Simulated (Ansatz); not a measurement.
HfN:
```
CELL_PARAMETERS angstrom
      3.12752     0.00000     0.00000
     -1.56376     2.70851     0.00000
      0.00000     0.00000     5.39105
ATOMIC_POSITIONS crystal
  Hf 0.66667 0.33333 0.75000
  Hf 0.33333 0.66667 0.25000
  N  0.00000 0.00000 0.00000
  N  0.00000 0.00000 0.50000
```

Relaxed with PBEsol. Special points in fractions of this cell's reciprocal vectors: Γ (0.000, 0.000, 0.000); M (0.500, 0.000, 0.000); K (0.333, 0.333, 0.000); A (0.000, 0.000, 0.500); L (0.500, 0.000, 0.500); H (0.333, 0.333, 0.500).

### Question
List the band energies nearest the Fermi level at these points for plane-wave PAW PBEsol (Ansatz code).

### Answer
In eV from the Fermi level; about four levels below and three above (degenerate sets whole), none deeper than 8.9 eV; points with the same levels are listed once.

```tsv
k	below	above
Γ	-3.51 -3.51 -1.62 -0.60	0.72 0.72 1.17
M	-5.51 -3.20 -2.82 -2.34	2.53 2.82 4.47
K	-6.00 -6.00 -5.88 -5.88 -3.22	0.14 0.14 4.36 4.36
A	-4.38 -4.38 -4.38 -4.38	1.90 1.90 2.95 2.95 2.95 2.95
L	-4.46 -4.46 -0.22 -0.22	4.78 4.78 4.85 4.85
H	-4.97 -4.97 -4.34 -4.34	0.56 0.56 3.05 3.05
```

Space group P6_3/mmc (NiAs type). The first step of the workflow began from a Materials Project structure, measured or hypothetical; the Crystallography Open Database copy checked does not list it. It is not the phase usual at ambient conditions (space group No. 225). The PBEsol relaxation kept the symmetry of its start; whether a distortion lowers the energy is not shown. No spin polarisation was allowed. Scalar-relativistic: spin–orbit coupling is off unless named, which matters more the heavier the elements.

Potentials: the later of the program's two PAW sets.
